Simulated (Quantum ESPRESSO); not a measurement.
## Zn6AlS7Cl (finding a planted mistake in a log)

Simulated, not a measurement. The program is pw.x of Quantum ESPRESSO 7.5 (plane-wave density functional theory). The cell is made up: 15 atoms on a doubled zincblende/diamond lattice with one site empty, with randomly drawn elements, strain and displacements, not relaxed. PseudoDojo standard norm-conserving files (v0.5 for PBE, v0.4.1 for LDA and PBEsol) set the functional; there is no spin polarisation, spin-orbit coupling or dispersion term, and the masses in the input are unused placeholders.

Intended input:

```
&control calculation='scf', pseudo_dir='./dojo.nc.sr.pbe.v0_5.standard.upf', outdir='./o', disk_io='low', tprnfor=.true., tstress=.true. /
&system ibrav=0, nat=15, ntyp=4, nbnd=92, ecutwfc=84.00895049, nosym=.true., tot_charge=0,
 occupations='smearing', smearing='fd', degauss=0.0018374661
/
&electrons conv_thr=7.350e-09, electron_maxstep=60, /
ATOMIC_SPECIES
Al 1.0 Al.upf
Cl 1.0 Cl.upf
S 1.0 S.upf
Zn 1.0 Zn.upf
CELL_PARAMETERS angstrom
5.4304 0.0068 0.0383
0.0068 5.3016 -0.0742
0.0765 -0.1484 10.6541
ATOMIC_POSITIONS angstrom
Zn -0.0376 -0.057 -0.005
Zn 0.0372 2.5932 2.5886
Zn 2.6917 0.0268 2.684
Zn 2.6526 2.6286 -0.0516
Zn -0.0093 -0.0957 5.361
Al 2.7667 -0.1423 8.0099
Zn 2.7267 2.6018 5.3461
S 1.3089 1.2831 1.334
Cl 1.3836 3.9188 4.0338
S 4.0522 1.3822 4.006
S 4.1359 3.8937 1.306
S 1.3902 1.2057 6.6223
S 1.4043 3.7888 9.2822
S 4.1345 1.2092 9.3519
S 4.0974 3.8586 6.6619
K_POINTS automatic
4 4 2 1 1 1
```

The log is shortened where brackets say so; the opening notice, blank lines, dates and the lines on written files are dropped, and the path of the files is cut. It prints rydbergs, bohrs and kilobars, and counts compression as positive stress. Where no state is partly filled, the Fermi energy that it prints is only some level between the filled and the empty states on the mesh, and need not lie in the true gap.

Log of the intended run:

```
     Program PWSCF v.7.5
     Parallel version (MPI & OpenMP), running on       4 processor cores
     Number of MPI processes:                 4
     Threads/MPI process:                     1
     [start-up lines left out]
     bravais-lattice index     =            0
     lattice parameter (alat)  =      10.2622  a.u.
     unit-cell volume          =    2069.4011 (a.u.)^3
     number of atoms/cell      =           15
     number of atomic types    =            4
     number of electrons       =       172.00
     number of Kohn-Sham states=           92
     kinetic-energy cutoff     =      84.0090  Ry
     charge density cutoff     =     336.0358  Ry
     scf convergence threshold =      7.3E-09
     mixing beta               =       0.7000
     number of iterations used =            8  plain     mixing
     Exchange-correlation= PBE
                           (   1   4   3   4   0   0   0)
     [axes and pseudopotential details left out]
   Cartesian axes
     site n.     atom                  positions (alat units)
         1        Zn     tau(   1) = (  -0.0069238  -0.0104962  -0.0009207  )
         2        Zn     tau(   2) = (   0.0068501   0.4775216   0.4766746  )
         3        Zn     tau(   3) = (   0.4956598   0.0049351   0.4942419  )
         4        Zn     tau(   4) = (   0.4884598   0.4840403  -0.0095018  )
         5        Zn     tau(   5) = (  -0.0017125  -0.0176226   0.9871948  )
         6        Al     tau(   6) = (   0.5094706  -0.0262037   1.4749732  )
         7        Zn     tau(   7) = (   0.5021048   0.4791053   0.9844510  )
         8        S      tau(   8) = (   0.2410258   0.2362749   0.2456478  )
         9        Cl     tau(   9) = (   0.2547813   0.7216226   0.7427992  )
        10        S      tau(  10) = (   0.7461874   0.2545235   0.7376800  )
        11        S      tau(  11) = (   0.7616002   0.7170006   0.2404918  )
        12        S      tau(  12) = (   0.2559967   0.2220221   1.2194553  )
        13        S      tau(  13) = (   0.2585931   0.6976839   1.7092593  )
        14        S      tau(  14) = (   0.7613424   0.2226667   1.7220942  )
        15        S      tau(  15) = (   0.7545107   0.7105372   1.2267474  )
     number of k points=    16  Fermi-Dirac smearing, width (Ry)=  0.0018
                       cart. coord. in units 2pi/alat
        k(    1) = (   0.1239356   0.1296774   0.1283448), wk =   0.1250000
        k(    2) = (   0.1257380   0.1261073  -0.1265747), wk =   0.1250000
     [further k points left out]
     Dense  grid:   215215 G-vectors     FFT dimensions: (  60,  60, 120)
     Estimated max dynamical RAM per process >     597.49 MB
     Estimated total dynamical RAM >       2.18 GB
     Initial potential from superposition of free atoms
     starting charge     171.9965, renormalised to     172.0000
     Starting wfcs are   96 randomized atomic wfcs
     total cpu time spent up to now is        4.3 secs
     per-process dynamical memory:   402.9 Mb
     Self-consistent Calculation
     iteration #  1     ecut=    84.01 Ry     beta= 0.70
     Davidson diagonalization with overlap
     ethr =  1.00E-02,  avg # of iterations =  4.4
     Threshold (ethr) on eigenvalues was too large:
     Diagonalizing with lowered threshold
     Davidson diagonalization with overlap
     ethr =  6.88E-04,  avg # of iterations =  1.5
     total cpu time spent up to now is       19.7 secs
     total energy              =   -2700.28093702 Ry
     estimated scf accuracy    <       1.14156881 Ry
     iteration #  2     ecut=    84.01 Ry     beta= 0.70
     Davidson diagonalization with overlap
     ethr =  6.64E-04,  avg # of iterations =  8.6
     total cpu time spent up to now is       30.4 secs
     total energy              =   -2699.34964824 Ry
     estimated scf accuracy    <       6.53828029 Ry
     [iterations 3 to 10 left out]
     iteration # 11     ecut=    84.01 Ry     beta= 0.70
     Davidson diagonalization with overlap
     ethr =  4.88E-10,  avg # of iterations =  2.0
     total cpu time spent up to now is      107.2 secs
     total energy              =   -2700.82362405 Ry
     estimated scf accuracy    <       0.00000013 Ry
     iteration # 12     ecut=    84.01 Ry     beta= 0.70
     Davidson diagonalization with overlap
     ethr =  7.35E-11,  avg # of iterations =  3.2
     total cpu time spent up to now is      114.7 secs
     End of self-consistent calculation
     [lines on levels left out]
     the Fermi energy is     7.3900 ev
!    total energy              =   -2700.82362408 Ry
     estimated scf accuracy    <          4.9E-09 Ry
     smearing contrib. (-TS)   =      -0.00000000 Ry
     internal energy E=F+TS    =   -2700.82362408 Ry
     The total energy is F=E-TS. E is the sum of the following terms:
     one-electron contribution =   -2554.36565156 Ry
     hartree contribution      =    1310.05065530 Ry
     xc contribution           =    -325.06469966 Ry
     ewald contribution        =   -1131.44392815 Ry
     convergence has been achieved in  12 iterations
     Forces acting on atoms (cartesian axes, Ry/au):
     atom    1 type  4   force =    -0.00928494    0.00940010   -0.03184051
     atom    2 type  4   force =    -0.03401416   -0.01037001   -0.01037126
     atom    3 type  4   force =     0.03573362    0.01030763   -0.03347339
     atom    4 type  4   force =     0.00652331    0.00131682   -0.01275675
     atom    5 type  4   force =    -0.04138417    0.03908062    0.04688293
     atom    6 type  1   force =    -0.01155910    0.01845119    0.02660982
     atom    7 type  4   force =     0.01440024   -0.02530137    0.05847719
     atom    8 type  3   force =     0.02126764   -0.00891661    0.01239352
     atom    9 type  2   force =     0.00006055   -0.00232597   -0.03359986
     atom   10 type  3   force =     0.02252630   -0.03146067   -0.00937396
     atom   11 type  3   force =    -0.02872897    0.01554977    0.03215660
     atom   12 type  3   force =     0.00687399   -0.00462641    0.01244346
     atom   13 type  3   force =     0.01184062    0.01413053   -0.02653869
     atom   14 type  3   force =    -0.00489345   -0.02483707   -0.02288822
     atom   15 type  3   force =     0.01063851   -0.00039854   -0.00812089
     Total force =     0.155808     Total SCF correction =     0.000331
     Computing stress (Cartesian axis) and pressure
          total   stress  (Ry/bohr**3)                   (kbar)     P=       27.75
   0.00017993  -0.00005778  -0.00008335           26.47       -8.50      -12.26
  -0.00005778   0.00022170   0.00011374           -8.50       32.61       16.73
  -0.00008335   0.00011374   0.00016432          -12.26       16.73       24.17
     init_run     :      4.05s CPU      4.22s WALL (       1 calls)
     electrons    :    108.43s CPU    110.43s WALL (       1 calls)
     forces       :      2.05s CPU      2.09s WALL (       1 calls)
     stress       :      6.21s CPU      6.33s WALL (       1 calls)
     [timing details left out]
     PWSCF        :   2m 0.85s CPU   2m 3.24s WALL
     JOB DONE.
```

A second run was made from an input with one planted mistake. Its log:

```
     Program PWSCF v.7.5
     Parallel version (MPI & OpenMP), running on       4 processor cores
     Number of MPI processes:                 4
     Threads/MPI process:                     1
     [start-up lines left out]
     bravais-lattice index     =            0
     lattice parameter (alat)  =      10.2622  a.u.
     unit-cell volume          =    2069.4011 (a.u.)^3
     number of atoms/cell      =           15
     number of atomic types    =            4
     number of electrons       =       172.00
     number of Kohn-Sham states=           92
     kinetic-energy cutoff     =      84.0090  Ry
     charge density cutoff     =     336.0358  Ry
     scf convergence threshold =      7.3E-09
     mixing beta               =       0.7000
     number of iterations used =            8  plain     mixing
     Exchange-correlation= PBE
                           (   1   4   3   4   0   0   0)
     [axes and pseudopotential details left out]
   Cartesian axes
     site n.     atom                  positions (alat units)
         1        Zn     tau(   1) = (  -0.0069238  -0.0104962  -0.0009207  )
         2        Zn     tau(   2) = (   0.0068501   0.4775216   0.4766746  )
         3        S      tau(   3) = (   0.4956598   0.0049351   0.4942419  )
         4        Zn     tau(   4) = (   0.4884598   0.4840403  -0.0095018  )
         5        Zn     tau(   5) = (  -0.0017125  -0.0176226   0.9871948  )
         6        Al     tau(   6) = (   0.5094706  -0.0262037   1.4749732  )
         7        Zn     tau(   7) = (   0.5021048   0.4791053   0.9844510  )
         8        Zn     tau(   8) = (   0.2410258   0.2362749   0.2456478  )
         9        Cl     tau(   9) = (   0.2547813   0.7216226   0.7427992  )
        10        S      tau(  10) = (   0.7461874   0.2545235   0.7376800  )
        11        S      tau(  11) = (   0.7616002   0.7170006   0.2404918  )
        12        S      tau(  12) = (   0.2559967   0.2220221   1.2194553  )
        13        S      tau(  13) = (   0.2585931   0.6976839   1.7092593  )
        14        S      tau(  14) = (   0.7613424   0.2226667   1.7220942  )
        15        S      tau(  15) = (   0.7545107   0.7105372   1.2267474  )
     number of k points=    16  Fermi-Dirac smearing, width (Ry)=  0.0018
                       cart. coord. in units 2pi/alat
        k(    1) = (   0.1239356   0.1296774   0.1283448), wk =   0.1250000
        k(    2) = (   0.1257380   0.1261073  -0.1265747), wk =   0.1250000
     [further k points left out]
     Dense  grid:   215215 G-vectors     FFT dimensions: (  60,  60, 120)
     Estimated max dynamical RAM per process >     597.49 MB
     Estimated total dynamical RAM >       2.18 GB
     Initial potential from superposition of free atoms
     starting charge     171.9965, renormalised to     172.0000
     Starting wfcs are   96 randomized atomic wfcs
     total cpu time spent up to now is        4.2 secs
     per-process dynamical memory:   402.9 Mb
     Self-consistent Calculation
     iteration #  1     ecut=    84.01 Ry     beta= 0.70
     Davidson diagonalization with overlap
     ethr =  1.00E-02,  avg # of iterations =  4.4
     Threshold (ethr) on eigenvalues was too large:
     Diagonalizing with lowered threshold
     Davidson diagonalization with overlap
     ethr =  6.02E-04,  avg # of iterations =  2.8
     total cpu time spent up to now is       19.2 secs
     total energy              =   -2699.81895991 Ry
     estimated scf accuracy    <       0.99618168 Ry
     iteration #  2     ecut=    84.01 Ry     beta= 0.70
     Davidson diagonalization with overlap
     ethr =  5.79E-04,  avg # of iterations =  6.1
     total cpu time spent up to now is       28.7 secs
     total energy              =   -2698.73901274 Ry
     estimated scf accuracy    <       8.90136896 Ry
     [iterations 3 to 13 left out]
     iteration # 14     ecut=    84.01 Ry     beta= 0.70
     Davidson diagonalization with overlap
     ethr =  5.54E-11,  avg # of iterations =  2.8
     total cpu time spent up to now is      119.8 secs
     total energy              =   -2700.32235597 Ry
     estimated scf accuracy    <       0.00000003 Ry
     iteration # 15     ecut=    84.01 Ry     beta= 0.70
     Davidson diagonalization with overlap
     ethr =  1.85E-11,  avg # of iterations =  2.0
     total cpu time spent up to now is      126.5 secs
     End of self-consistent calculation
     [lines on levels left out]
     the Fermi energy is     7.4530 ev
!    total energy              =   -2700.32235597 Ry
     estimated scf accuracy    <          2.5E-09 Ry
     smearing contrib. (-TS)   =      -0.00112158 Ry
     internal energy E=F+TS    =   -2700.32123439 Ry
     The total energy is F=E-TS. E is the sum of the following terms:
     one-electron contribution =   -2625.14770669 Ry
     hartree contribution      =    1345.22203413 Ry
     xc contribution           =    -324.78279722 Ry
     ewald contribution        =   -1095.61276462 Ry
     convergence has been achieved in  15 iterations
     Forces acting on atoms (cartesian axes, Ry/au):
     atom    1 type  4   force =    -0.02721536   -0.01141585   -0.04211616
     atom    2 type  4   force =    -0.04595044    0.02588768    0.01790986
     atom    3 type  3   force =     0.05428184    0.09955731   -0.06311792
     atom    4 type  4   force =     0.02283056    0.02558627   -0.02634041
     atom    5 type  4   force =    -0.02943561    0.02478395    0.03471609
     atom    6 type  1   force =    -0.01500806    0.01543300    0.01055240
     atom    7 type  4   force =    -0.00232911   -0.01503989    0.04707849
     atom    8 type  4   force =     0.05783956   -0.04932756    0.01349473
     atom    9 type  2   force =    -0.07563322   -0.07744947    0.04387224
     atom   10 type  3   force =     0.03293691   -0.02098431   -0.01451356
     atom   11 type  3   force =     0.00764607   -0.01047387   -0.00010974
     atom   12 type  3   force =     0.00959805   -0.00484887    0.02052562
     atom   13 type  3   force =     0.01018732    0.01954329   -0.02417219
     atom   14 type  3   force =    -0.00952042   -0.02172005   -0.01670422
     atom   15 type  3   force =     0.00977192    0.00046838   -0.00107523
     Total force =     0.232854     Total SCF correction =     0.000271
     Computing stress (Cartesian axis) and pressure
          total   stress  (Ry/bohr**3)                   (kbar)     P=       54.93
   0.00036099   0.00002231  -0.00023438           53.10        3.28      -34.48
   0.00002231   0.00041679   0.00004075            3.28       61.31        5.99
  -0.00023438   0.00004075   0.00034254          -34.48        5.99       50.39
     init_run     :      3.93s CPU      4.08s WALL (       1 calls)
     electrons    :    119.94s CPU    122.34s WALL (       1 calls)
     forces       :      1.91s CPU      1.95s WALL (       1 calls)
     stress       :      5.82s CPU      5.95s WALL (       1 calls)
     [timing details left out]
     PWSCF        :   2m11.72s CPU   2m14.49s WALL
     JOB DONE.
```

Question: what was wrong in the second input?

Answer: two atoms have their elements exchanged. The input lines that differ, file-writing options aside:

```
- Zn 2.6917 0.0268 2.684
+ S 2.6917 0.0268 2.684
- S 1.3089 1.2831 1.334
+ Zn 1.3089 1.2831 1.334
```

|  | intended run | run with the mistake |
| --- | --- | --- |
| free energy (eV) | -36746.577 | -36739.757 |
| smearing term -TS (eV) | 0.0000 | -0.0153 |
| pressure (GPa) | 2.78 | 5.49 |
| largest force component (eV/Å) | 1.504 | 2.560 |
| largest change of a force component (eV/Å) |  | 2.295 |
| iterations | 12 | 15 |

For scale, a rerun of the intended cell at a cutoff of 1437 eV and k mesh 6 x 6 x 4 moved values by no more than 0.003 eV in energy, 0.02 GPa in stress and 0.002 eV/Å in force.